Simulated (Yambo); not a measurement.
## How GW settings move the gap: SrNH

G0W0@LDA for SrNH (space group Pnma, No. 62) in Yambo. Reference settings: 2×4×2 Γ-centred k mesh, 243 bands and a 7 Ry block in the screening, 243 bands in G with the Bruneval-Gonze terminator, plasmon pole fitted at 27.2 eV. The LDA gap Γ → (0, -0.5, 0) on this mesh is 1.85 eV; G0W0 gaps are taken between the same points.

```
change from the reference      G0W0 gap Γ → (0, -0.5, 0) (eV)  shift of the valence edge (eV)
-----------------------------  ------------------------------  ------------------------------
reference settings                                       3.29                           -0.56
158 bands in G                                           3.30                           -0.55
1 Ry block                                               3.51                           -0.48
3 Ry block                                               3.01                           -0.30
6 Ry block                                               3.24                           -0.51
1×2×2 mesh                                               3.14                           -0.48
95 bands in G, no terminator                             3.09                            0.16
158 bands in G, no terminator                            3.13                           -0.16
```

The reference isn't shown to be the converged limit.

Geometry of the Materials Project entry, not relaxed at this level; primitive cell a = 7.5423 Å, b = 3.9527 Å, c = 5.5996 Å, α = β = γ = 90.00°.

The structure is a Materials Project entry; no match was found in the copy of COD used, and its stability was not checked.

A shift is the quasiparticle energy of the state minus its LDA energy.
